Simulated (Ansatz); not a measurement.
NaGa$_{4}$ (space group I4/mmm)

```xyz
5
Lattice="-2.0613 2.0613 5.5031 2.0613 -2.0613 5.5031 2.0613 2.0613 -5.5031" Properties=species:S:1:pos:R:3 pbc="T T T"
Na     0.0000     0.0000     0.0000
Ga     0.0000     2.0613     2.7515
Ga     2.0613     0.0000     2.7515
Ga     0.0000     0.0000     4.2898
Ga     0.0000     0.0000     6.7164
```

The slice is a (1 0 -1) plane (indices of the conventional cell) through the point (0.250, 0.750, 0.500) (fractional), spanned by u = [101] and v = [121] in vectors of this cell: u (4.12 Å) and v (11.75 Å, at 90° to u). It covers one period; positions are fractions (u, v).

These are LDA (plane waves to 420 eV, PAW, scalar-relativistic; Ansatz, an electronic-structure program) values and carry that method's errors. k mesh 16×16×16. Near the nuclei the fields are pseudised (PAW); where an atom keeps semicore shells as valence, they peak there. NaGa4 was relaxed with its symmetry unable to fall.

### Question
Sketch the valence electron density on this plane as a map.

### Answer
```tsv
v \ u	0.00	0.09	0.18	0.27	0.36	0.45	0.55	0.64	0.73	0.82	0.91
0.88	-0.9	-0.9	-0.8	-0.5	-0.1	0.4	0.4	-0.1	-0.5	-0.8	-0.9
0.75	-1.1	-1.2	-1.2	-1.1	-1.0	-0.9	-0.9	-1.0	-1.1	-1.2	-1.2
0.62	-1.4	-1.4	-1.2	-1.0	-0.9	-0.8	-0.8	-0.9	-1.0	-1.2	-1.4
0.50	-0.9	-0.9	-0.7	-0.4	0.4	1.5	1.5	0.4	-0.4	-0.7	-0.9
0.38	0.5	0.1	-0.4	-0.7	-0.8	-0.9	-0.9	-0.8	-0.7	-0.4	0.1
0.25	-0.9	-0.9	-1.0	-1.2	-1.2	-1.1	-1.1	-1.2	-1.2	-1.0	-0.9
0.12	-0.8	-0.8	-1.0	-1.1	-1.3	-1.4	-1.4	-1.3	-1.1	-1.0	-0.8
0.00	1.7	1.1	-0.1	-0.6	-0.8	-0.9	-0.9	-0.8	-0.6	-0.1	1.1
```

Values: log₁₀ of the valence density in e/Å³. The scale is logarithmic, as a density can span decades between atoms and voids.
